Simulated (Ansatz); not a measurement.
HfSi (rock salt, Fm-3m) at seven volumes, PBE in the plane-wave PAW code Ansatz, scaled uniformly. One row is withheld.

```csv
V (Å³/atom),P (GPa)
17.471,13.12
18.047,?
18.623,3.76
19.199,0.00
19.775,-3.27
20.351,-6.12
20.927,-8.59
```

Problem. Fit the shown pressures and predict the withheld one.

Solution. P = (3/2)B₀(x^(7/2) − x^(5/2))[1 + (3/4)(B′ − 4)(x − 1)] with x = (V₀/V)^(2/3). Least squares on the six rows gives V₀ = 19.199 Å³/atom, B₀ = 117 GPa, B′ = 3.70. At V = 18.047, x = 1.0421 and P = 8.12 GPa. The run itself gave 8.11 GPa.

The cell is a constructed one: a structure type filled with these elements; neither database checked (COD, Materials Project) lists it. COD files the formula under space group No. 62, so this cell is another polymorph or a model. Whether it is the stable phase at ambient conditions was not checked. The cell was relaxed with PBE under the symmetry of its start; whether a distortion lowers the energy is not shown. No spin polarisation was allowed. Spin–orbit coupling is left out wherever it is not named.

Potentials: the later of the program's two PAW sets.
